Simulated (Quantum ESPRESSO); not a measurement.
## Calculated data, Sc2Ta3AlMo2 (simulated cell), Sc3InMo2W2 (simulated cell), Sc3TaTi3In (simulated cell)

All values are calculated (Quantum ESPRESSO 7.5). Calculation on a made-up metal alloy cell, not a measurement, run again with a planted mistake, found by running each candidate: no spin or spin-orbit, unrelaxed, 2900 K smearing, stress positive in tension, cell energy less the intended atoms' offsets; periodic Kohn-Sham density functional theory in plane waves with PseudoDojo standard norm-conserving scalar-relativistic pseudopotentials, each functional with its own files (v0.5 for PBE, v0.4.1 for LDA and PBEsol), eight atoms on drawn sites of a strained close-packed or body-centred lattice, each displaced and held fixed; the energy is the cell's free energy, ions and the entropy term -TS included, at the stated Fermi-Dirac width, less a fixed offset for each atom's element (shifted free energy); compositions with an open d shell lost a parallel starting moment in a cheaper test run, and other magnetic orders were not tried; an error bar is the largest change of its kind in a tighter rerun, never given below 0.002 eV, 0.02 GPa or 0.003 eV/angstrom, and covers cutoff and k-mesh only, not smearing or the files.

Settings shared by all entries: intended functional pbe; fermi dirac smearing 0.25 eV; intended electrons removed 0; structure shown the intended cell.

Notes on all entries: heavy elements are run without spin-orbit coupling, which real alloys of them have; a spin test at this wide smearing found no moment, but such smearing suppresses magnetism that the real alloy may have; another functional or element uses other pseudopotential files, so its energy jump is mostly a change of zero; lattice, volume and sites are drawn at random and may be unstable or far from any real phase; energies are for the whole cell, less offsets fitted to these runs, so they are not formation energies.

(1) Sc2Ta3AlMo2 (simulated cell)

```xyz
8
Lattice="2.1412 4.2825 2.1412 0.0000 4.2825 -4.2825 -4.2825 4.2825 0.0000" Properties=species:S:1:pos:R:3 Sc2Ta3AlMo2
Ta     0.0188     0.0315    -0.0505
Ta    -2.1974     2.1826     0.0467
Sc     0.0158     2.1262    -2.1438
Mo    -2.0972     4.2566    -2.0897
Mo    -0.0154     4.3684    -0.0088
Al    -2.1416     6.4206    -0.0023
Ta     0.0013     6.4815    -2.1688
Sc    -2.1120     8.5962    -2.1526
```

| Property | Result |
| --- | --- |
| lattice type | face-centred cubic |
| cutoff | 1088 eV |
| healthy entropy term negative ts | -1.924 eV |
| healthy pressure | -8.8 GPa |
| healthy stress xx | 7.71 GPa |
| healthy stress yy | 8.76 GPa |
| healthy stress zz | 9.93 GPa |
| healthy stress yz | -0.2 GPa |
| healthy stress xz | 0.6 GPa |
| healthy stress xy | 0.02 GPa |
| faulty entropy term negative ts | -1.925 eV |
| faulty pressure | -8.71 GPa |
| faulty stress xx | 9.31 GPa |
| faulty stress yy | 8.52 GPa |
| faulty stress zz | 8.31 GPa |
| faulty stress yz | 0.23 GPa |
| faulty stress xz | 0.66 GPa |
| faulty stress xy | 0.43 GPa |
| candidate first exchanged site | 4 |
| candidate second exchanged site | 6 |
| candidate length scale change | -0.64 percent |
| candidate functional | lda |
| candidate wrong element site | 4 |
| candidate wrong element | Sn |
| candidate misplaced site | 3 |
| candidate misplaced along | y |
| candidate misplaced by | 0.07 Å |
| k mesh | 5 x 5 x 5 shifted half a step off Gamma on each axis |
| healthy shifted free energy | 0.467 eV |
| faulty shifted free energy | 0.505 eV |
| fault kind | atoms exchanged (first exchanged site 4, second exchanged site 6) |

Atoms:
| atoms element | atom site | atom energy offset (eV) |
| --- | --- | --- |
| Ta | 1 | -1771.44 |
| Ta | 2 | -1771.44 |
| Sc | 3 | -1317.21 |
| Mo | 4 | -1911.95 |
| Mo | 5 | -1911.95 |
| Al | 6 | -63.26 |
| Ta | 7 | -1771.44 |
| Sc | 8 | -1317.21 |

Healthy forces:
| site | x (eV/Å) | y (eV/Å) | z (eV/Å) |
| --- | --- | --- | --- |
| 1 | -0.476 | -0.374 | -0.268 |
| 2 | 0.587 | -0.329 | -1.023 |
| 3 | -0.103 | 0.431 | 0.601 |
| 4 | -0.01 | 0.274 | 0.378 |
| 5 | -0.13 | -0.146 | 0.254 |
| 6 | 0.288 | 0.23 | 0.192 |
| 7 | -0.156 | -0.192 | -0.283 |
| 8 | -0.001 | 0.107 | 0.149 |

Faulty forces:
| site | x (eV/Å) | y (eV/Å) | z (eV/Å) |
| --- | --- | --- | --- |
| 1 | -0.538 | -0.215 | 0.171 |
| 2 | 0.958 | -0.061 | -0.762 |
| 3 | -0.174 | 0.434 | 0.633 |
| 4 | 0.214 | 0.366 | 0.021 |
| 5 | -0.536 | -0.238 | -0.006 |
| 6 | 0.489 | 0.119 | -0.015 |
| 7 | -0.451 | -0.432 | -0.375 |
| 8 | 0.038 | 0.027 | 0.334 |

Candidate mistake: atoms exchanged, cell scaled, wrong functional, wrong element, atom misplaced

Notes: the tin pseudopotential is less sure than most, with forces differing by about three percent from a second method on plain tin; error bars of the healthy run: energy 0.002 eV, stress 0.02 GPa, force 0.003 eV/Å, from a tighter rerun of this or a related cell; largest difference from healthy 146 error bars; largest difference from nearest other mistake 190 error bars.

(2) Sc2Ta3AlMo2 (simulated cell)

Structure as in entry 1.

| Quantity | Value |
| --- | --- |
| lattice type | face-centred cubic |
| cutoff | 1088 eV |
| healthy entropy term negative ts | -1.924 eV |
| healthy pressure | -8.8 GPa |
| healthy stress xx | 7.71 GPa |
| healthy stress yy | 8.76 GPa |
| healthy stress zz | 9.93 GPa |
| healthy stress yz | -0.2 GPa |
| healthy stress xz | 0.6 GPa |
| healthy stress xy | 0.02 GPa |
| faulty entropy term negative ts | -1.886 eV |
| faulty pressure | -6.65 GPa |
| faulty stress xx | 5.52 GPa |
| faulty stress yy | 6.62 GPa |
| faulty stress zz | 7.81 GPa |
| faulty stress yz | -0.19 GPa |
| faulty stress xz | 0.6 GPa |
| faulty stress xy | 0.01 GPa |
| candidate first exchanged site | 4 |
| candidate second exchanged site | 6 |
| candidate length scale change | -0.64 percent |
| candidate functional | lda |
| candidate wrong element site | 4 |
| candidate wrong element | Sn |
| candidate misplaced site | 3 |
| candidate misplaced along | y |
| candidate misplaced by | 0.07 Å |
| k mesh | 5 x 5 x 5 shifted half a step off Gamma on each axis |
| healthy shifted free energy | 0.467 eV |
| faulty shifted free energy | 0.322 eV |
| fault kind | cell scaled (length scale change -0.64 percent) |

Atoms:
| atoms element | atom site | atom energy offset (eV) |
| --- | --- | --- |
| Ta | 1 | -1771.44 |
| Ta | 2 | -1771.44 |
| Sc | 3 | -1317.21 |
| Mo | 4 | -1911.95 |
| Mo | 5 | -1911.95 |
| Al | 6 | -63.26 |
| Ta | 7 | -1771.44 |
| Sc | 8 | -1317.21 |

Healthy forces:
| site | x (eV/Å) | y (eV/Å) | z (eV/Å) |
| --- | --- | --- | --- |
| 1 | -0.476 | -0.374 | -0.268 |
| 2 | 0.587 | -0.329 | -1.023 |
| 3 | -0.103 | 0.431 | 0.601 |
| 4 | -0.01 | 0.274 | 0.378 |
| 5 | -0.13 | -0.146 | 0.254 |
| 6 | 0.288 | 0.23 | 0.192 |
| 7 | -0.156 | -0.192 | -0.283 |
| 8 | -0.001 | 0.107 | 0.149 |

Faulty forces:
| site | x (eV/Å) | y (eV/Å) | z (eV/Å) |
| --- | --- | --- | --- |
| 1 | -0.481 | -0.36 | -0.274 |
| 2 | 0.581 | -0.36 | -1.056 |
| 3 | -0.086 | 0.447 | 0.632 |
| 4 | -0.029 | 0.28 | 0.373 |
| 5 | -0.114 | -0.166 | 0.241 |
| 6 | 0.289 | 0.249 | 0.183 |
| 7 | -0.145 | -0.197 | -0.274 |
| 8 | -0.016 | 0.109 | 0.175 |

Candidate mistake: atoms exchanged, cell scaled, wrong functional, wrong element, atom misplaced

Notes: the tin pseudopotential is less sure than most, with forces differing by about three percent from a second method on plain tin; error bars of the healthy run: energy 0.002 eV, stress 0.02 GPa, force 0.003 eV/Å, from a tighter rerun of this or a related cell; largest difference from healthy 110 error bars; largest difference from nearest other mistake 142 error bars.

(3) Sc2Ta3AlMo2 (simulated cell)

Structure as in entry 1.

| Item | Value |
| --- | --- |
| lattice type | face-centred cubic |
| cutoff | 1088 eV |
| healthy entropy term negative ts | -1.924 eV |
| healthy pressure | -8.8 GPa |
| healthy stress xx | 7.71 GPa |
| healthy stress yy | 8.76 GPa |
| healthy stress zz | 9.93 GPa |
| healthy stress yz | -0.2 GPa |
| healthy stress xz | 0.6 GPa |
| healthy stress xy | 0.02 GPa |
| faulty entropy term negative ts | -1.96 eV |
| faulty pressure | -16.88 GPa |
| faulty stress xx | 15.81 GPa |
| faulty stress yy | 16.84 GPa |
| faulty stress zz | 17.98 GPa |
| faulty stress yz | -0.24 GPa |
| faulty stress xz | 0.63 GPa |
| faulty stress xy | -0.02 GPa |
| candidate first exchanged site | 4 |
| candidate second exchanged site | 6 |
| candidate length scale change | -0.64 percent |
| candidate functional | lda |
| candidate wrong element site | 4 |
| candidate wrong element | Sn |
| candidate misplaced site | 3 |
| candidate misplaced along | y |
| candidate misplaced by | 0.07 Å |
| k mesh | 5 x 5 x 5 shifted half a step off Gamma on each axis |
| healthy shifted free energy | 0.467 eV |
| faulty shifted free energy | -8.08 eV |
| fault kind | wrong functional (functional lda) |

Atoms:
| atoms element | atom site | atom energy offset (eV) |
| --- | --- | --- |
| Ta | 1 | -1771.44 |
| Ta | 2 | -1771.44 |
| Sc | 3 | -1317.21 |
| Mo | 4 | -1911.95 |
| Mo | 5 | -1911.95 |
| Al | 6 | -63.26 |
| Ta | 7 | -1771.44 |
| Sc | 8 | -1317.21 |

Healthy forces:
| site | x (eV/Å) | y (eV/Å) | z (eV/Å) |
| --- | --- | --- | --- |
| 1 | -0.476 | -0.374 | -0.268 |
| 2 | 0.587 | -0.329 | -1.023 |
| 3 | -0.103 | 0.431 | 0.601 |
| 4 | -0.01 | 0.274 | 0.378 |
| 5 | -0.13 | -0.146 | 0.254 |
| 6 | 0.288 | 0.23 | 0.192 |
| 7 | -0.156 | -0.192 | -0.283 |
| 8 | -0.001 | 0.107 | 0.149 |

Faulty forces:
| site | x (eV/Å) | y (eV/Å) | z (eV/Å) |
| --- | --- | --- | --- |
| 1 | -0.509 | -0.395 | -0.28 |
| 2 | 0.599 | -0.266 | -0.949 |
| 3 | -0.158 | 0.377 | 0.539 |
| 4 | 0.071 | 0.243 | 0.408 |
| 5 | -0.165 | -0.106 | 0.297 |
| 6 | 0.297 | 0.202 | 0.21 |
| 7 | -0.187 | -0.163 | -0.312 |
| 8 | 0.053 | 0.107 | 0.086 |

Candidate mistake: atoms exchanged, cell scaled, wrong functional, wrong element, atom misplaced

Notes: the tin pseudopotential is less sure than most, with forces differing by about three percent from a second method on plain tin; error bars of the healthy run: energy 0.002 eV, stress 0.02 GPa, force 0.003 eV/Å, from a tighter rerun of this or a related cell; largest difference from healthy 4273 error bars; largest difference from nearest other mistake 4201 error bars.

(4) Sc3InMo2W2 (simulated cell)

```xyz
8
Lattice="0.0000 -2.1855 -2.1855 2.1855 4.3709 -2.1855 8.7418 -4.3709 4.3709" Properties=species:S:1:pos:R:3 Sc3InMo2W2
Mo    -0.0671     0.0954    -0.0136
Mo     4.5044    -2.1568     2.0434
Sc     4.3084    -0.0274     0.1621
Sc     8.8481    -2.2565     2.1544
Sc     2.1743    -2.2409     0.0378
W      6.5047    -4.3986     2.2631
W      2.3093    -0.1098    -2.2255
In     6.5941    -2.2640    -0.0836
```

| Quantity | Value |
| --- | --- |
| lattice type | face-centred cubic |
| cutoff | 1088 eV |
| healthy entropy term negative ts | -2.179 eV |
| healthy pressure | -10.98 GPa |
| healthy stress xx | 9.95 GPa |
| healthy stress yy | 12.16 GPa |
| healthy stress zz | 10.84 GPa |
| healthy stress yz | 0.64 GPa |
| healthy stress xz | 2.11 GPa |
| healthy stress xy | -1.61 GPa |
| faulty entropy term negative ts | -2.133 eV |
| faulty pressure | -10.93 GPa |
| faulty stress xx | 9.73 GPa |
| faulty stress yy | 11.96 GPa |
| faulty stress zz | 11.11 GPa |
| faulty stress yz | 0.73 GPa |
| faulty stress xz | 0.43 GPa |
| faulty stress xy | 1.58 GPa |
| candidate first exchanged site | 6 |
| candidate second exchanged site | 8 |
| candidate length scale change | 1.05 percent |
| candidate functional | pbesol |
| candidate wrong element site | 1 |
| candidate wrong element | Ta |
| candidate misplaced site | 3 |
| candidate misplaced along | y |
| candidate misplaced by | 0.17 Å |
| k mesh | 8 x 5 x 2 shifted half a step off Gamma on each axis |
| healthy shifted free energy | 1.943 eV |
| faulty shifted free energy | 1.999 eV |
| fault kind | atoms exchanged (first exchanged site 6, second exchanged site 8) |

Atoms:
| atoms element | atom site | atom energy offset (eV) |
| --- | --- | --- |
| Mo | 1 | -1911.95 |
| Mo | 2 | -1911.95 |
| Sc | 3 | -1317.21 |
| Sc | 4 | -1317.21 |
| Sc | 5 | -1317.21 |
| W | 6 | -2063.48 |
| W | 7 | -2063.48 |
| In | 8 | -1808.02 |

Healthy forces:
| site | x (eV/Å) | y (eV/Å) | z (eV/Å) |
| --- | --- | --- | --- |
| 1 | 0.334 | 0.508 | -0.438 |
| 2 | 0.345 | -0.993 | 0.858 |
| 3 | 0.753 | 0.641 | -1.181 |
| 4 | -0.097 | -0.311 | 0.269 |
| 5 | -0.792 | -0.181 | 0.155 |
| 6 | 0.556 | 0.115 | -0.283 |
| 7 | -1.203 | 0.026 | 0.255 |
| 8 | 0.104 | 0.194 | 0.365 |

Faulty forces:
| site | x (eV/Å) | y (eV/Å) | z (eV/Å) |
| --- | --- | --- | --- |
| 1 | 1.198 | -0.134 | 0.124 |
| 2 | 0.869 | -0.121 | 0.296 |
| 3 | 1.155 | 0.35 | -0.808 |
| 4 | -0.129 | -0.054 | 0.05 |
| 5 | -0.878 | -0.14 | 0.147 |
| 6 | -0.017 | 0.07 | -0.467 |
| 7 | -1.36 | 0.02 | 0.258 |
| 8 | -0.838 | 0.01 | 0.399 |

Candidate mistake: atoms exchanged, cell scaled, wrong functional, wrong element, atom misplaced

Notes: error bars of the healthy run: energy 0.0023 eV, stress 0.029 GPa, force 0.003 eV/Å, from a tighter rerun of this or a related cell; largest difference from healthy 314 error bars; largest difference from nearest other mistake 293 error bars.

(5) Sc3InMo2W2 (simulated cell)

Structure as in entry 4.

| Quantity | Value |
| --- | --- |
| lattice type | face-centred cubic |
| cutoff | 1088 eV |
| healthy entropy term negative ts | -2.179 eV |
| healthy pressure | -10.98 GPa |
| healthy stress xx | 9.95 GPa |
| healthy stress yy | 12.16 GPa |
| healthy stress zz | 10.84 GPa |
| healthy stress yz | 0.64 GPa |
| healthy stress xz | 2.11 GPa |
| healthy stress xy | -1.61 GPa |
| faulty entropy term negative ts | -2.177 eV |
| faulty pressure | -10.97 GPa |
| faulty stress xx | 9.94 GPa |
| faulty stress yy | 12.22 GPa |
| faulty stress zz | 10.74 GPa |
| faulty stress yz | 0.92 GPa |
| faulty stress xz | 2.05 GPa |
| faulty stress xy | -1.31 GPa |
| candidate first exchanged site | 6 |
| candidate second exchanged site | 8 |
| candidate length scale change | 1.05 percent |
| candidate functional | pbesol |
| candidate wrong element site | 1 |
| candidate wrong element | Ta |
| candidate misplaced site | 3 |
| candidate misplaced along | y |
| candidate misplaced by | 0.17 Å |
| k mesh | 8 x 5 x 2 shifted half a step off Gamma on each axis |
| healthy shifted free energy | 1.943 eV |
| faulty shifted free energy | 1.898 eV |
| fault kind | atom misplaced (misplaced site 3, misplaced along y, misplaced by 0.17 Å) |

Atoms:
| atoms element | atom site | atom energy offset (eV) |
| --- | --- | --- |
| Mo | 1 | -1911.95 |
| Mo | 2 | -1911.95 |
| Sc | 3 | -1317.21 |
| Sc | 4 | -1317.21 |
| Sc | 5 | -1317.21 |
| W | 6 | -2063.48 |
| W | 7 | -2063.48 |
| In | 8 | -1808.02 |

Healthy forces:
| site | x (eV/Å) | y (eV/Å) | z (eV/Å) |
| --- | --- | --- | --- |
| 1 | 0.334 | 0.508 | -0.438 |
| 2 | 0.345 | -0.993 | 0.858 |
| 3 | 0.753 | 0.641 | -1.181 |
| 4 | -0.097 | -0.311 | 0.269 |
| 5 | -0.792 | -0.181 | 0.155 |
| 6 | 0.556 | 0.115 | -0.283 |
| 7 | -1.203 | 0.026 | 0.255 |
| 8 | 0.104 | 0.194 | 0.365 |

Faulty forces:
| site | x (eV/Å) | y (eV/Å) | z (eV/Å) |
| --- | --- | --- | --- |
| 1 | 0.32 | 0.495 | -0.424 |
| 2 | 0.411 | -0.799 | 0.701 |
| 3 | 0.875 | -0.113 | -0.805 |
| 4 | -0.086 | -0.329 | 0.268 |
| 5 | -0.602 | 0.016 | -0.019 |
| 6 | 0.527 | 0.147 | -0.289 |
| 7 | -1.458 | 0.322 | 0.21 |
| 8 | 0.014 | 0.261 | 0.358 |

Candidate mistake: atoms exchanged, cell scaled, wrong functional, wrong element, atom misplaced

Notes: error bars of the healthy run: energy 0.0023 eV, stress 0.029 GPa, force 0.003 eV/Å, from a tighter rerun of this or a related cell; largest difference from healthy 251 error bars; largest difference from nearest other mistake 241 error bars.

(6) Sc3TaTi3In (simulated cell)

```xyz
8
Lattice="3.0297 -0.0377 -0.0090 -0.0653 5.2047 0.0482 -0.0295 0.0912 9.7055" Properties=species:S:1:pos:R:3 Sc3TaTi3In
Ta     0.1158    -0.0152    -0.0565
Ti    -0.0305     0.0884     4.9392
Sc    -0.0382     1.7632     2.3155
Sc    -0.0597     1.7515     7.3220
In     1.2669     2.3645    -0.0247
Ti     1.3955     2.6923     4.7704
Ti     1.5285     4.3940     2.3247
Sc     1.3620     4.3152     7.4757
```

| Item | Value |
| --- | --- |
| lattice type | hexagonal close-packed |
| cutoff | 1143 eV |
| healthy entropy term negative ts | -2.185 eV |
| healthy pressure | 9.51 GPa |
| healthy stress xx | -7.59 GPa |
| healthy stress yy | -11.67 GPa |
| healthy stress zz | -9.25 GPa |
| healthy stress yz | 0.34 GPa |
| healthy stress xz | 0.37 GPa |
| healthy stress xy | -2.39 GPa |
| faulty entropy term negative ts | -2.182 eV |
| faulty pressure | 8.21 GPa |
| faulty stress xx | -6.51 GPa |
| faulty stress yy | -9.75 GPa |
| faulty stress zz | -8.37 GPa |
| faulty stress yz | -0.08 GPa |
| faulty stress xz | 0.4 GPa |
| faulty stress xy | -2.23 GPa |
| candidate first exchanged site | 1 |
| candidate second exchanged site | 7 |
| candidate length scale change | 1.73 percent |
| candidate functional | pbesol |
| candidate wrong element site | 7 |
| candidate wrong element | Zn |
| candidate misplaced site | 4 |
| candidate misplaced along | z |
| candidate misplaced by | -0.06 Å |
| k mesh | 8 x 5 x 3 shifted half a step off Gamma on each axis |
| healthy shifted free energy | 2.225 eV |
| faulty shifted free energy | 1.936 eV |
| fault kind | atoms exchanged (first exchanged site 1, second exchanged site 7) |

Atoms:
| atoms element | atom site | atom energy offset (eV) |
| --- | --- | --- |
| Ta | 1 | -1771.44 |
| Ti | 2 | -1615.4 |
| Sc | 3 | -1317.21 |
| Sc | 4 | -1317.21 |
| In | 5 | -1808.02 |
| Ti | 6 | -1615.4 |
| Ti | 7 | -1615.4 |
| Sc | 8 | -1317.21 |

Healthy forces:
| site | x (eV/Å) | y (eV/Å) | z (eV/Å) |
| --- | --- | --- | --- |
| 1 | -0.886 | -2.393 | 1.389 |
| 2 | -0.066 | -0.238 | -0.912 |
| 3 | -0.444 | 0.018 | 1.39 |
| 4 | -0.621 | -0.055 | -1.238 |
| 5 | 1.548 | 2.634 | 0.201 |
| 6 | 0.224 | 0.125 | 0.115 |
| 7 | -0.163 | -0.356 | 0.618 |
| 8 | 0.407 | 0.264 | -1.562 |

Faulty forces:
| site | x (eV/Å) | y (eV/Å) | z (eV/Å) |
| --- | --- | --- | --- |
| 1 | -0.72 | -1.821 | 1.118 |
| 2 | -0.084 | -0.303 | -0.981 |
| 3 | -0.376 | 0.047 | 1.301 |
| 4 | -0.592 | -0.065 | -1.184 |
| 5 | 1.358 | 1.959 | 0.155 |
| 6 | 0.223 | 0.243 | 0.05 |
| 7 | -0.193 | -0.338 | 0.975 |
| 8 | 0.384 | 0.279 | -1.434 |

Candidate mistake: atoms exchanged, cell scaled, wrong functional, wrong element, atom misplaced

Notes: error bars of the healthy run: energy 0.002 eV, stress 0.02 GPa, force 0.003 eV/Å, from a tighter rerun of this or a related cell; largest difference from healthy 225 error bars; largest difference from nearest other mistake 197 error bars.
